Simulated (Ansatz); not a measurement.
# Mg2FeH6: the gap against volume

Mg2FeH6, Fm-3m, a = 6.359 Å. The structure is a COD entry; whether it is the stable form wasn't checked. Ansatz: r2SCAN, PAW, 500 eV, Γ-centred 8×8×8 mesh on 9 atoms, Gaussian smearing 0.02 eV; no spin polarisation. Shape and atoms are relaxed at each volume; x = ln(V/V0) with V0 = 7.143 Å³/atom. The gap is read at the mesh points alone.

```tsv
x	gap y (eV)
-0.1278	2.600
-0.0943	2.567
-0.0619	2.535
-0.0305	2.505
0.0000	2.476
0.0296	2.449
0.0583	2.423
0.0953	?
```

Problem. Fit a straight line to the other rows, give the volume deformation potential of the gap and its pressure coefficient, and predict the missing gap. B0 = 85.3 GPa.

Solution. Means x = -0.03237, y = 2.5079; Σ(Δx)² = 0.02693, ΣΔxΔy = -0.02564; the slope is their ratio. y = 2.4770 − 0.95204 x. The slope is the deformation potential a = dE_g/d ln V = -0.95 eV, and dE_g/dP = −a/B0 = 11.2 meV/GPa. At x = 0.0953 the fit asked for gives 2.386 eV. The run gave 2.389 eV, so the fit is 0.003 eV too low, a small miss on the scale of the series.

Semilocal functionals give gaps under the measured ones; changes of the gap mostly carry over better.